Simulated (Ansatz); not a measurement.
One crystal and one scan (generalised stacking-fault energy along a line) at two levels, PBE (plane waves to 420 eV, PAW, scalar-relativistic; Ansatz, a program for electronic structure) and r2SCAN (plane waves to 500 eV, PAW, scalar-relativistic; Ansatz), each from its own relaxed cell and on its own mesh. The cell shown is that of PBE.

Generalised stacking fault of MgO (rock salt) on the {100} plane. The cell below holds the perfect crystal with the plane normal along z; tilting its third vector by the shift puts one fault into each cell, between planes 2.13 Å apart, at fixed cell height.

```xyz
6
Lattice="3.0084 0.0000 0.0000 0.0000 3.0084 0.0000 1.5042 1.5042 6.3817" Properties=species:S:1:pos:R:3 pbc="T T T"
O      1.2535     1.2535     5.3181
O      1.2535     1.2535     1.0636
O      2.7577     2.7577     3.1908
Mg     2.7577     2.7577     5.3181
Mg     2.7577     2.7577     1.0636
Mg     1.2535     1.2535     3.1908
```

In-plane vectors a = (3.008, 0.000) Å, b = (0.000, 3.008) Å, area 9.05 Å². The shift is s times the vector a (length 3.008 Å), so s = 1 restores the start. The shift is rigid: no atom relaxes. γ = [E(shift) − E(0)] / area.

E is the zero-smearing estimate. MgO was relaxed with its symmetry unable to fall. The PAW data are Ansatz's earlier set. Faults lie only 6.3 Å apart, and holding the cell height and the atoms raises γ above its relaxed value. Faults lie only 6.4 Å apart, and holding the cell height and the atoms raises γ above its relaxed value. Both scans cover s from 0.000 to 0.917.

γ (J/m²), each from zero shift of its own level:

```tsv
s	PBE	r2SCAN
0.000	0.00	0.00
0.083	0.19	0.21
0.167	0.72	0.80
0.250	1.49	1.64
0.333	2.29	2.54
0.417	2.91	withheld
0.500	3.14	3.48
0.583	2.91	withheld
0.667	2.29	2.54
0.750	1.49	1.64
0.833	0.72	0.80
0.917	0.19	0.21
```

Q: Estimate the r2SCAN value at 0.583 from the PBE value there and the ratio of the two levels in the two nearest given rows on that side of the minimum.

A: At 0.500 and 0.667 the ratio r2SCAN/PBE averages 1.109, which gives 1.109 × 2.91 = 3.23 J/m². The calculation gives 3.22 J/m², +10.7 % against PBE.

(The slope of γ gives the shear force per area between the displaced halves; near zero shift its curvature is an elastic stiffness.)
